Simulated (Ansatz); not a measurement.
# Zr2Cd, one cell by several methods

```
Zr Cd
1.0
     0.00000    2.18834    6.99984
     2.18232    0.00000    6.99984
     2.18232    2.18834    0.00000
Zr Cd
2 1
Direct
  0.16884 0.16884 0.83116
  0.83116 0.83116 0.16884
  0.50000 0.50000 0.50000
```

Atom numbers follow the list: Zr1, Zr2, Cd3.

The conventional cell has a = 4.365 Å, b = 4.377 Å, c = 14.000 Å, α = 90.00°, β = 90.00°, γ = 90.00°. Zr (atom 1) is surrounded by 8 Zr at 3.09 to 3.15 Å and 4 Cd at 3.22 Å. Cd (atom 3) has 4 Cd at 3.09 Å and 8 Zr at 3.22 Å as nearest neighbours.

The cell is the one relaxed in the Materials Project (mp-1018104), not relaxed further here; entries there can be hypothetical.

Methods: DFT, LDA, PAW with Ansatz's default frozen-core files, scalar-relativistic (Ansatz 0.2.0); DFT, LDA, all-electron PAW with datasets made for the crystal, scalar-relativistic (Ansatz 0.2.0); DFT, LDA, all-electron LAPW, scalar-relativistic (Ansatz 0.2.0).

For PAW: a Γ-centred 11×11×11 k mesh, Fermi–Dirac smearing of 0.05 eV, cutoff 420 eV, no spin polarisation; the PAW files were made with PBE, and the program remakes their frozen cores for this functional. The crystal-made all-electron datasets (AE datasets) take a cutoff of 240 eV at this cell. LAPW targets a basis error of 1 meV/atom. The Ansatz runs share mesh, smearing and spin set-up. Plane-wave (PAW) pressures include the program's estimate of the Pulay term.

Stress and pressure are positive in compression.

No spin–orbit coupling: at heavy atoms the gradients can be off by tens of per cent for that reason.

In a metal, gradients converge slowly with the k mesh: the values move by tens of per cent from one mesh to another, at times in sign, so only the comparison on one mesh counts.

Levels count from the Fermi level.

```
                             quantity     PAW  AE datasets    LAPW
                       pressure (GPa)   -6.58        -6.56   -6.56
                      stress xx (GPa)   -6.62        -6.60   -6.60
                      stress yy (GPa)   -6.69        -6.67   -6.67
                      stress zz (GPa)   -6.42        -6.40   -6.40
      highest filled level at C0 (eV)  -0.453       -0.454  -0.454
        lowest empty level at C0 (eV)   1.853        1.852   1.852
      highest filled level at B0 (eV)  -0.454       -0.454  -0.454
        lowest empty level at B0 (eV)   1.891        1.891   1.891
      highest filled level at A0 (eV)  -0.453       -0.454  -0.454
        lowest empty level at A0 (eV)   1.853        1.852   1.852
field gradient Vzz at Cd3 (10²¹ V/m²)       ?            ?       –
```

**Question.** Give the missing entry: row "field gradient Vzz at Cd3 (10²¹ V/m²)", column "AE datasets".

**Answer.** -10.29.

**Question.** What belongs in the row "field gradient Vzz at Cd3 (10²¹ V/m²)", column "PAW"?

**Answer.** -9.98.
